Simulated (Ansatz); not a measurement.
# Computed properties of TlPd3

```xyz
4
Lattice="-2.0904 2.0904 3.7962 2.0904 -2.0904 3.7962 2.0904 2.0904 -3.7962" Properties=species:S:1:pos:R:3 pbc="T T T"
Tl    0.0000    0.0000    0.0000
Pd    0.0000    0.0000    3.7962
Pd    0.0000    2.0904    1.8981
Pd    2.0904    0.0000    1.8981
```

Atoms are numbered in the order listed.

The cell is the one relaxed in the Materials Project (mp-571030), not relaxed further here; entries there can be hypothetical.

Spin polarisation is left out, and whether a magnetic state lies lower isn't shown here.

No spin–orbit coupling, which matters for the heavy atoms here.

All numbers are computed: DFT, LDA, all-electron LAPW, scalar-relativistic (Ansatz 0.2.0); DFT, LDA, PAW with Ansatz's default frozen-core files, scalar-relativistic (Ansatz 0.2.0).

For LAPW: a Γ-centred 12×12×12 k mesh, Fermi–Dirac smearing of 0.03 eV, basis error target 1 meV/atom, no spin polarisation. PAW takes a cutoff of 420 eV at this cell (files made with PBE, cores remade for this functional). The Ansatz runs share mesh, smearing and spin set-up. Values come from LAPW unless marked.

| Quantity | Value |
| --- | --- |
| Pressure at this cell | -9.29 GPa |
| Band gap | none: with an odd electron count and no spin polarisation the bands can't all be full, a metal in this set-up (spin order or a larger cell could open a gap) |
| Stress xx, yy, zz (compression positive) | -9.23, -9.23, -9.39 GPa |
| Density of states at the Fermi level (0.2 eV bin) | 1.68 states/eV per cell |
| Löwdin charges (with 0.35 e of the cell spilling out of the atomic basis, so their sizes and signs hang on that basis) | Tl1 -1.47, Pd2 0.61, Pd3 0.60 e |
| Bader charges (from the PAW run) | Tl1 +0.42, Pd2 -0.14, Pd3 -0.14 e |
| Volume per atom | 111.9 bohr³ |
